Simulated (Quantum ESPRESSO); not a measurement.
Field gradients of KBr from a PBE PAW density (pw.x of a modified build of Quantum ESPRESSO, JTH datasets) with the all-electron reconstruction of Petrilli and co-workers. The input of pw.x:

```
&CONTROL
  calculation = 'scf'
  prefix = 'x'
  pseudo_dir = './pseudo'
  outdir = './out'
  tprnfor = .true.
/
&SYSTEM
  ibrav = 0
  nat = 2
  ntyp = 2
  ecutwfc = 40
  ecutrho = 160
  occupations = 'fixed'
  nbnd = 12
/
&ELECTRONS
  conv_thr = 1e-11
/
ATOMIC_SPECIES
K 39.098 K.GGA_PBE-JTH.UPF
Br 79.904 Br.GGA_PBE-JTH.UPF
CELL_PARAMETERS angstrom
   -0.000000000000     3.278067300000     3.327485400000
    3.278067300000    -0.000000000000     3.327485400000
    3.278067300000     3.278067300000     0.000000000000
ATOMIC_POSITIONS crystal
K      0.000000000000     0.000000000000     0.000000000000
Br     0.500000000000     0.500000000000     0.500000000000
K_POINTS automatic
6 6 6 0 0 0
```
The cell was made here from a computed Materials Project entry: strained by +1 % along the cube axis and by -0.5 % across it, atoms relaxed (PBE without dispersion, pw.x of Quantum ESPRESSO, symmetry kept). The parent is KBr in Fm-3m. Stability against distortions was not tested.

Vzz is the sum of three terms, each taken along its main axis: the smooth valence density, the ions (nucleus and frozen core) with the augmentation charges of all other spheres, and the all-electron minus smooth density in the atom's own sphere. The split hangs on the datasets.  Cores are frozen. Against all-electron runs on small test molecules, this scheme's |Vzz| missed by +10 % on K, −5 % on Br.

```
site         smooth valence density  ions and other spheres  own sphere  Vzz (a.u.)
-----------  ----------------------  ----------------------  ----------  ----------
K (atom 1)                    0.008                  -0.006         ___         ___
Br (atom 2)                   0.007                  -0.007         ___         ___
```

### Question
Complete the blanks.

### Answer

- K (atom 1), own sphere: 0.025
- K (atom 1), Vzz (a.u.): 0.026
- Br (atom 2), own sphere: 0.028
- Br (atom 2), Vzz (a.u.): 0.029
